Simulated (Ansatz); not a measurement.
Cs₃TeCl: sound and stiffness along [100], [110] and [111]

Computed with DFT LDA, scalar-relativistic, plane waves, PAW in Ansatz. Settings: 420 eV plane-wave cutoff, Γ-centred 4×4×4 mesh, fixed occupations. No spin polarisation.

The cell is fixed (symmetry leaves no force on the atoms) and stands under 0.0 GPa:
Space group Pm-3m (No. 221). a = 7.024 Å, b = 7.024 Å, c = 7.024 Å, α = 90.00°, β = 90.00°, γ = 90.00°
```csv
atom,site,symmetry,x,y,z
Cl,1a,m-3m,0.0000,0.0000,0.0000
Te,1b,m-3m,0.5000,0.5000,0.5000
Cs,3c,4/mm.m,0.5000,0.5000,0.0000
```

The cell is the ideal cubic antiperovskite prototype; whether it is the stable structure of this composition wasn't checked.

With ions relaxed, on the cubic axes: C11 = 24.2, C12 = 0.1, C44 = 0.6 GPa. The density is 2.692 g/cm³. Zone-centre modes weren't checked beside this run.

Question: Is the crystal stable against strain, and how anisotropic is it?

Answer: Born's conditions hold: C11 + 2C12 = 24.4, C11 − C12 = 24.1 and C44 = 0.6 GPa are all positive. B = (C11 + 2C12)/3 = 8.1 GPa. The two shear moduli are C44 and C′ = (C11 − C12)/2 = 12.0 GPa, so Zener's ratio is A = C44/C′ = 0.05: the shear C44 is the soft one, as in NaCl, KCl, the halide perovskites and the bcc metals V, Nb, Cr and Mo. The Cauchy pressure C12 − C44 is -0.5 GPa; it would vanish for pair forces between atoms on inversion centres at zero pressure, and a negative value is usual with directional bonding, though many-body forces give one in some ionic oxides too.

Question: Give the sound speeds along the three symmetry directions.

Answer: The Christoffel equation gives ρv² for each branch:
```csv
direction,branch,ρv²,GPa,v (m/s)
[100],L,C11,24.2,2996
[100],T (×2),C44,0.6,472
[110],L,(C11 + C12 + 2C44)/2,12.7,2175
[110],"T, u ∥ [001]",C44,0.6,472
[110],"T, u ∥ [1-10]",(C11 − C12)/2,12.0,2115
[111],L,(C11 + 2C12 + 4C44)/3,8.9,1820
[111],T (×2),(C11 − C12 + C44)/3,8.2,1748
```

Question: How does Young's modulus depend on direction?

Answer: Inverting gives S11 = 41.375, S12 = -0.153, S44 = 1666.667 TPa⁻¹. Along a unit vector (l, m, n), 1/E = S11 − 2(S11 − S12 − S44/2)(l²m² + m²n² + n²l²), where the last bracket is 0, 1/4 and 1/3 for [100], [110] and [111]: E = 24, 2 and 2 GPa. With A < 1 the cube edge is stiffest. For a film on (001), the biaxial modulus is C11 + C12 − 2C12²/C11 = 24 GPa and the normal strain is −2C12/C11 = -0.01 times the in-plane one.